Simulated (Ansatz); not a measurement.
# Squeezing ZnIr

```
Zn Ir
1.0
     2.77485    0.00000    0.00000
    -1.38743    2.40309    0.00000
     0.00000    0.00000    4.17085
Zn Ir
1 1
Cartesian
  1.3874 0.8010 2.0854
  0.0000 0.0000 0.0000
```

The base volume is that of a database entry, with shape and atoms relaxed on PAW files at held volume, so it needn't be at zero pressure; the structure needn't be the stable phase, at rest or compressed.

Its volume is scaled, and at each volume shape and atoms are relaxed on PAW files; all methods then take that cell.

All numbers are PBEsol results (scalar-relativistic) from Ansatz 0.2.0, with a Γ-centred 15×15×9 k mesh, Fermi–Dirac smearing of 0.05 eV, no spin polarisation. Methods: LAPW: all electrons, basis error target 1 meV/atom; PAW: frozen-core files, cutoff 420 eV; crystal datasets: all electrons, by PAW datasets that the program makes for each cell.

Energies are extrapolated to zero smearing and count from the unscaled cell; pressure is positive in compression; gaps take the mesh and a band path. No temperature or zero-point motion is included.

Spin–orbit coupling is left out, which matters for the heavy atoms. The PAW files were made under PBE.

```json
{"V/V0": "1.00", "V (Å³/atom)": "13.91", "P LAPW (GPa)": "-3.73", "ΔE LAPW (eV/atom)": "0.000", "P PAW − LAPW (GPa)": "-0.01", "ΔE PAW − LAPW (meV/atom)": "0.0", "space group": "P-6m2", "shortest distance (Å)": "2.630"}
{"V/V0": "0.90", "V (Å³/atom)": "12.52", "P LAPW (GPa)": "26.4", "ΔE LAPW (eV/atom)": "0.085", "P PAW − LAPW (GPa)": "0.03", "ΔE PAW − LAPW (meV/atom)": "0.1", "space group": "P-6m2", "shortest distance (Å)": "2.540"}
{"V/V0": "0.75", "V (Å³/atom)": "10.43", "P LAPW (GPa)": "125.6", "ΔE LAPW (eV/atom)": "0.975", "P PAW − LAPW (GPa)": "0.19", "ΔE PAW − LAPW (meV/atom)": "1.4", "space group": "P-6m2", "shortest distance (Å)": "2.390"}
{"V/V0": "0.60", "V (Å³/atom)": "8.34", "P LAPW (GPa)": "?", "ΔE LAPW (eV/atom)": "4.035", "P PAW − LAPW (GPa)": "0.90", "ΔE PAW − LAPW (meV/atom)": "7.3", "space group": "P-6m2", "shortest distance (Å)": "2.217"}
```

Fill in "P LAPW (GPa)" for the row "0.60".

388.5.

At the smallest volume, how far do crystal datasets lie from LAPW in pressure?

crystal datasets: 0.00 GPa, on a LAPW pressure of 388.5 GPa.

How do the Löwdin populations by LAPW change from the unscaled cell to the last row?

Zn 4s 1.16 → 1.10, Zn 3d 9.96 → 9.92, Ir 5s 1.99 → 1.96, Ir 6s 1.11 → 1.07, Ir 5d 8.23 → 8.47 electrons an atom. These are projections on the shells that the free atoms fill; 0.57 e a cell lies outside them at the start and 0.53 e at the end.
